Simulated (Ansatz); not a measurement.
ZnAg2SnSe4: do energies and stresses tell the same story?

The calculation used DFT PBEsol, scalar-relativistic, plane waves, PAW in Ansatz.

Settings: cutoff 420 eV, Γ-centred mesh 8×8×8 on the computed 8-atom cell, Gaussian smearing of 0.10 eV; no spin polarisation.

Relaxed cell: I-42m, a = 5.772 Å, b = 5.772 Å, c = 12.310 Å, α = 90.00°, β = 90.00°, γ = 90.00°, 8 atoms in the primitive cell. Whether it is the stable form of this composition wasn't checked.

Energies at zero smearing and pressures from the stress tensor, at volumes with shape and atoms relaxed:
```
V (Å³/atom) E − E(first) (meV/atom) P (GPa)
     24.095                     0.00     4.02
     24.864                   -13.86     1.83
     25.633                   -18.10    -0.01
     26.402                   -14.25    -1.55
     27.171                    -3.60    -2.84
```

Question: Check P = −dE/dV between neighbouring volumes, and get the bulk modulus from the pressures alone.

Answer: With 1 eV/Å³ = 160.2 GPa:
```csv
middle V (Å³/atom),−ΔE/ΔV (GPa),mean P (GPa)
24.480,2.888,2.925
25.249,0.884,0.913
26.018,-0.804,-0.780
26.787,-2.217,-2.199
```

The two differ by 0.04 GPa at most. The mean of two end pressures misses the average over a step by about ΔV² P″/12, up to 0.03 GPa here; with that taken off 0.01 GPa remains. Around V = 25.633 Å³/atom, the two neighbours give B = −V ΔP/ΔV = 25.633 × 3.39 / 1.538 = 56.4 GPa, against B0 = 56.1 GPa from the Birch–Murnaghan fit of the energies.